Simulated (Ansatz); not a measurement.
Ru:
```xyz
4
Lattice="2.7087 0.0000 0.0000 -1.3543 2.3458 0.0000 0.0000 0.0000 8.7005" Properties=species:S:1:pos:R:3 pbc="T T T"
Ru     0.0000     0.0000     0.0000
Ru     1.3543     0.7819     2.1751
Ru     0.0000     0.0000     4.3503
Ru     0.0000     1.5638     6.5254
```

Relaxed with PBE. Special points in fractions of this cell's reciprocal vectors: Γ (0.000, 0.000, 0.000); M (0.500, 0.000, 0.000); K (0.333, 0.333, 0.000); A (0.000, 0.000, 0.500); L (0.500, 0.000, 0.500); H (0.333, 0.333, 0.500).

Q: List the band energies nearest the Fermi level at these points for PBE with spin–orbit coupling in the plane-wave PAW code Ansatz.

A: In eV from the Fermi level; about four levels below and three above (degenerate sets whole), none deeper than 8.9 eV; … stands for higher levels left out; points with the same levels are listed once.

```
k                    below                above
-  -----------------------  -------------------
Γ  -0.17 -0.17 -0.01 -0.01  0.52 0.52 0.60 0.60
M  -0.97 -0.97 -0.91 -0.91  1.48 1.48 1.49 1.49
K  -1.17 -1.17 -1.07 -1.07  0.07 0.07 0.13 0.13
A  -0.36 -0.36 -0.36 -0.36                    …
L  -0.34 -0.34 -0.34 -0.34  0.81 0.81 0.81 0.81
H  -0.36 -0.36 -0.20 -0.20  1.06 1.06 1.15 1.15
```

Space group P6_3/mmc (dhcp (α-La type)). The start of the workflow was typed in or built on a structure type. Its sites differ from those of the usual phase in this space group: another stacking or structure type. The cell was relaxed with PBE under the symmetry of its start; whether a distortion lowers the energy is not shown. No spin polarisation was allowed.

Potentials: the earlier of the program's two PAW sets.
